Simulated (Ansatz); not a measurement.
Trial structure of Sb5P2, not yet relaxed:

```yaml
crystal:
  lattice:
    - [5.63307, 0.00000, 0.00000]
    - [0.00000, 2.51991, 0.00000]
    - [-1.25013, 0.00000, 7.97805]
  atoms:
    - { symbol: Sb, position: [0.21417, 0.00000, 0.57070] }
    - { symbol: Sb, position: [0.78583, 0.00000, 0.42930] }
    - { symbol: Sb, position: [0.64312, 0.00000, 0.71467] }
    - { symbol: Sb, position: [0.35688, 0.00000, 0.28533] }
    - { symbol: Sb, position: [0.50000, 0.00000, 0.00000] }
    - { symbol: P, position: [0.07349, 0.00000, 0.85242] }
    - { symbol: P, position: [0.92651, 0.00000, 0.14758] }
```

All numbers below come from DFT PBE, scalar-relativistic, plane waves, PAW in Ansatz 0.2.0. Settings: cutoff 420 eV, Γ-centred mesh 4×6×2 on the computed 7-atom cell, Gaussian smearing of 0.10 eV; no spin polarisation.

Energies over the elements count from the elements' standard structures at the same level, with no fitted energy shifts. The references include black phosphorus.

Question: How far from equilibrium is it?

Answer: The pressure is 93.1 GPa (the mean over three directions, positive in compression), the largest force is 3.51 eV/Å, and the energy is +2.17 eV/atom against the elements. The shortest distance is 2.50 Å.

Question: How much does it gain on relaxing, and where does it end?

Answer: Relaxing gains about 2.0 eV/atom (the start's value is from the coarse mesh, so the gain is rough) in 24 ionic steps and ends at +0.19 eV/atom on the finer mesh. The symmetry stays P2/m (No. 10). The volume per atom grows by 65.6 %, from 16.2 to 26.8 Å³. The shortest distance goes from 2.50 Å (Sb–P and Sb–Sb) to 2.22 Å (P–P). Conventional cell: a = 6.724 Å, b = 3.025 Å, c = 9.433 Å, β = 102.2°. Sb on a site of symmetry m is surrounded by 5 Sb at 2.98–3.16 Å and 1 P at 3.43 Å; around Sb on a second site of symmetry m lie 1 P at 2.73 Å and 5 Sb at 2.99–3.16 Å; around P lie 1 P at 2.22 Å, 1 Sb at 2.73 Å, 1 Sb at 2.90 Å, 2 P at 3.02 Å, 1 Sb at 3.43 Å and 1 Sb at 3.63 Å; 1 more site not described.

The last run used a 6×12×4 mesh (in the run's order of axes) for its 7-atom cell and Gaussian smearing of 0.10 eV. These runs have no spin–orbit coupling, which can matter for Sb. An odd number of electrons in the primitive cell allows no gap without spin; a larger cell or a magnetic state could open one. The cell is a metal run without spin; a magnetic state may lie lower. The reference form of P is held partly by dispersion forces, which this level lacks. The relaxation can't lower the symmetry of the start. Symmetry constrained the relaxation, so the result can be a saddle point.
